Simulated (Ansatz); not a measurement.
**Fields on a plane of LiF (rock salt)**

```yaml
crystal:
  lattice:
    - [0.00000, 2.03393, 2.03393]
    - [2.03393, 0.00000, 2.03393]
    - [2.03393, 2.03393, 0.00000]
  atoms:
    - { symbol: F, position: [0.00000, 0.00000, 0.00000] }
    - { symbol: Li, position: [0.50000, 0.50000, 0.50000] }
```

The slice is a {110} plane (indices of the conventional cell) through the point (0.500, 0.500, 0.500) (fractional), spanned by u = [100] and v = [1 -1 -1] in vectors of this cell: u (2.88 Å) and v (4.07 Å, at 90° to u). It covers one period; positions are fractions (u, v).

Atoms on it: F at (0.00, 0.50); Li at (0.00, 0.00).

All values below come from PBE (plane waves to 420 eV, PAW, scalar-relativistic; Ansatz, a first-principles code). k mesh 14×14×14. Inside the PAW spheres the values are not all-electron values, and peaks at nuclei hang on which shells count as valence. LiF was relaxed with its symmetry unable to fall.

```
|%%*:.  .  .:*%|
|**=.       .=*|
|-:.         .:|
|::..       ..:|
|--:..     ..:-|
|===-:.   .:-==|
|**+=-.   .-=+*|
|%%*+-:. .:-+*%|
|@@%*=:...:=*%@|
|@@%*=-...-=*%@|
|@@%*=:...:=*%@|
|%%*+-:. .:-+*%|
|**+=-.   .-=+*|
|===-:.   .:-==|
|--:..     ..:-|
|::..       ..:|
|-:.         .:|
|**=.       .=*|
|%%*:.  .  .:*%|
|@%*-. ... .-*%|
```
Scale: ten equal steps from -1.44 (start of ' ') to 1.15 (end of '@'), in the order ' .:-=+*#%@'. Values: log₁₀ of the valence density in e/Å³. The map has 14 points along u (one character each, u = 0 at the left) and 20 along v (v = 0 in the bottom row). The scale is logarithmic, as a density can span decades between atoms and voids.

| v \ u | 0.00 | 0.14 | 0.29 | 0.43 | 0.57 | 0.71 | 0.86 |
|---|---|---|---|---|---|---|---|
| 0.90 | x | x | 2.4 | 5.3 | 5.3 | 2.4 | x |
| 0.80 | x | 2.5 | 4.6 | 5.8 | 5.8 | 4.6 | 2.5 |
| 0.70 | x | 4.7 | 5.9 | 6.0 | 6.0 | 5.9 | 4.9 |
| 0.60 | x | x | 5.7 | 5.8 | 5.8 | 5.7 | x |
| 0.50 | x | x | x | 5.6 | 5.6 | x | x |
| 0.40 | x | x | 5.7 | 5.8 | 5.8 | 5.7 | x |
| 0.30 | x | 4.9 | 5.9 | 6.0 | 6.0 | 5.9 | 4.7 |
| 0.20 | x | 2.5 | 4.6 | 5.8 | 5.8 | 4.6 | 2.5 |
| 0.10 | x | x | 2.4 | 5.3 | 5.3 | 2.4 | x |
| 0.00 | x | x | x | 5.0 | 5.0 | x | x |

Values: electrostatic potential energy of an electron, from the cell's mean, in eV. Points within 0.9 Å of a nucleus are blanked (x), as the pseudised field means little there. The zero, the cell's mean, hangs on the PAW cores.

* **Density on the F–Li line (2.03 Å) at its density minimum, 1.2 Å from F**: 0.14 e/Å³
* **ELF at that point**: 0.03
* **Character of the F–Li contact (rough rule: ELF there above 0.7 covalent, below 0.2 ionic, polar between)**: closed-shell (ionic)
